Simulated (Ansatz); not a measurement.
Geometry optimisation in Ansatz: input, command and trajectory.

```yaml
crystal:
  lattice:
    - [-2.4965667432, 2.4965667432, 1.3625037475]
    - [2.4965667432, -2.4965667432, 1.3625037475]
    - [2.4965667432, 2.4965667432, -1.3625037475]
  atoms:
    - { symbol: Ge, position: [0.25, 0.75, 0.5] }
    - { symbol: Ge, position: [0.5, 0.5, 0.0] }
basis:
  ecutwfc: 500
kpoints:
  mp_grid: { grid: [16, 16, 16] }
hamiltonian:
  xc: r2scan
scf:
  occupations: { method: gaussian, width: 0.1 }
output:
  forces: true
  stress: true
  eigenvalues: true
  write_density: true
  write_potential: true
  elf: true
  volumetric_format: npy
relax:
  adjacent_minimum: "off"
  f_tol: 0.01
  max_steps: 30
  cell: { stress_tol: 0.1, fix: [volume] }
```

```bash
ansatz run input.yaml --threads 1 --pin off --max-ram 2560MiB --backend cpu --events-out ev --progress --plain --runs-dir out
```

The calculation used Ansatz 0.2.0, DFT r2SCAN, scalar-relativistic, plane waves, PAW.

The volume is held at 0.91 times that of the relaxed cell.

Of 4 frames 3 are shown, positions in Å and forces in eV/Å; the SCF threshold varies from step to step. Steps run on the plane waves of an earlier cell, with a Pulay correction in the pressure. The basis is chosen afresh for the last frame, the zero of the energies, and at times for earlier ones too; energy and pressure step there, also at an unchanged geometry.

```xyz
2
Lattice="-2.4966 2.4966 1.3625 2.4966 -2.4966 1.3625 2.4966 2.4966 -1.3625" Properties=species:S:1:pos:R:3:forces:R:3 pbc="T T T" step=1 free_energy_over_end_meV_per_atom=0.04 pressure_GPa=9.08
Ge    2.4966    0.0000    0.6813    0.0000    0.0000    0.0000
Ge    0.0000    0.0000    1.3625    0.0000    0.0000    0.0000
2
Lattice="-2.4981 2.4981 1.3608 2.4981 -2.4981 1.3608 2.4981 2.4981 -1.3608" Properties=species:S:1:pos:R:3:forces:R:3 pbc="T T T" step=2 free_energy_over_end_meV_per_atom=0.01 pressure_GPa=9.07
Ge    2.4981    0.0000    0.6804    0.0000    0.0000    0.0000
Ge    0.0000    0.0000    1.3608    0.0000    0.0000    0.0000
2
Lattice="-2.4996 2.4996 1.3592 2.4996 -2.4996 1.3592 2.4996 2.4996 -1.3592" Properties=species:S:1:pos:R:3:forces:R:3 pbc="T T T" step=4 free_energy_over_end_meV_per_atom=0.00 pressure_GPa=9.06
Ge    2.4996    0.0000    0.6796    0.0000    0.0000    0.0000
Ge    0.0000    0.0000    1.3592    0.0000    0.0000    0.0000
```

Time: 50 s on 1 thread of Intel(R) Xeon(R) 6975P-C (Granite Rapids), on a shared host, peak memory 0.64 GiB.